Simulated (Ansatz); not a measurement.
NbAlB:
```
NbAlB
1.0
    1.67284    -7.35124     0.00000
    1.67284     7.35124     0.00000
    0.00000     0.00000     3.11341
Al B Nb
2 2 2
Direct
  0.70040   0.29960   0.25000
  0.29960   0.70040   0.75000
  0.46995   0.53005   0.75000
  0.53005   0.46995   0.25000
  0.08821   0.91179   0.75000
  0.91179   0.08821   0.25000
```

Relaxed with PBE. Special points in fractions of this cell's reciprocal vectors: Γ (0.000, 0.000, 0.000); Y (-0.500, 0.500, 0.000); C0 (-0.263, 0.737, 0.000); Σ0 (0.263, 0.263, 0.000); Z (0.000, 0.000, 0.500); A0 (0.263, 0.263, 0.500); E0 (-0.263, 0.737, 0.500); T (-0.500, 0.500, 0.500); S (0.000, 0.500, 0.000); R (0.000, 0.500, 0.500).

Problem. List the band energies nearest the Fermi level at these points for PBE (plane waves, PAW; program Ansatz).

Solution. In eV from the Fermi level; about four levels below and three above (degenerate sets whole), none deeper than 8.9 eV; points with the same levels are listed once.

```tsv
k	below	above
Γ	-3.16 -2.88 -2.34 -2.11	0.34 1.50 1.79
Y	-3.17 -2.65 -2.44 -1.37	1.16 1.39 1.78
C0	-3.65 -2.65 -1.53 -0.45	0.06 0.53 1.81
Z	-2.85 -2.85 -2.20 -2.20	1.05 1.05 1.35 1.35
A0	-1.35 -1.35 -0.70 -0.70	2.97 2.97 3.27 3.27
T	-2.83 -2.83 -2.51 -2.51	0.89 0.89 1.35 1.35
S	-3.85 -2.88 -1.44 -0.44	0.05 0.52 2.00
R	-1.31 -1.31 -0.67 -0.67	2.98 2.98 3.14 3.14
```

Space group Cmcm. The start of the workflow was typed in or built on a structure type; neither database checked (COD, Materials Project) lists it. Its standing as an ambient phase is unchecked. Symmetry was held in the PBE relaxation; its stability against distortions is not shown here. No spin polarisation was allowed. Scalar-relativistic: spin–orbit coupling is off unless named, which matters more the heavier the elements.

Potentials: the earlier of the program's two PAW sets.
